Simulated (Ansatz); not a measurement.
Relaxed-ion elastic tensor of Be (bcc (W type), Im-3m) in GPa (Voigt order), DFT-r²SCAN in the program Ansatz with PAW potentials; density 1.92 g/cm³, 7.81 Å³ per atom.

```
 184  94.7  94.7   0.0   0.0   0.0
94.7   184  94.7   0.0   0.0   0.0
94.7  94.7   184   0.0   0.0   0.0
 0.0   0.0   0.0   214   0.0   0.0
 0.0   0.0   0.0   0.0   214   0.0
 0.0   0.0   0.0   0.0   0.0   214
```

Q: Is the crystal mechanically stable?

A: Yes: the smallest eigenvalue of C is 89.6 GPa.

Q: Work out the Voigt, Reuss and Hill averages.

A: K_V = 125, K_R = 125, K_H = 125; G_V = 146, G_R = 85.2, G_H = 116 GPa.

Q: Give Young's modulus, Poisson's ratio, Pugh's ratio and the universal anisotropy index.

A: E = 9KG/(3K + G) = 265 GPa; ν = 0.15; K/G = 1.08 (brittle by the Pugh limit of 1.75); A_U = 5G_V/G_R + K_V/K_R − 6 = 3.57.

Q: Estimate the sound speeds and the Debye temperature.

A: v_l = √((K + 4G/3)/ρ) = 12100 m/s, v_t = √(G/ρ) = 7770 m/s, mean 8530 m/s; Θ = (h/k)(3n/4πV)^(1/3) v_m = 1280 K.

Q: Give the Zener ratio and Young's modulus along [100], [110] and [111].

A: A = 2C44/(C11 − C12) = 4.77; 1/E = S11 − 2(S11 − S12 − S44/2)Γ with Γ = 0, 1/4, 1/3 gives 120, 255, 408 GPa.

The workflow started from a Materials Project entry (that database holds measured and hypothetical structures alike); the Crystallography Open Database copy checked does not list it. It is not the phase usual at ambient conditions (space group No. 194). The r²SCAN relaxation kept the symmetry of its start; its stability against distortions is not shown here. As this level gives no gap, shear constants depend on the k-mesh and smearing (Fermi–Dirac, 0.1 eV here).

Potentials: the earlier of the program's two PAW sets.
